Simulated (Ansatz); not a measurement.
TiSi in space group I4_1md (No. 109; Ti on 4a, Si on 4a), plane-wave PAW PBE (Ansatz code), all energies at zero smearing, with the estimated change up to a 700 eV cutoff added, with one set of potentials and settings (totals compare only within such a set). Cell of 4 atoms (2 Ti, 2 Si): -6272.177 eV.

```tsv
element	reference phase	E (eV/atom)
Ti	P6/mmm, 3 atoms in the cell	-2499.6739
Si	Fd-3m, 2 atoms in the cell	-635.8096
```

Formation energy per atom, worked out: (-6272.177 − 2×(-2499.6739) − 2×(-635.8096))/4 = -0.303 eV/atom (-29 kJ per mol of atoms), at 0 K, without zero-point energy or fitted corrections.

A made-up cell: these elements were put on the sites of a structure type; neither database checked (COD, Materials Project) lists it. COD files the formula under space group No. 25, so this cell is another polymorph or a model. Whether it is the stable phase at ambient conditions was not checked. Symmetry was held in the PBE relaxation; whether a distortion lowers the energy is not shown. No spin polarisation was allowed. The references are the lowest solids computed at this level, not always the standard phases.

Potentials: the later of the program's two PAW sets.
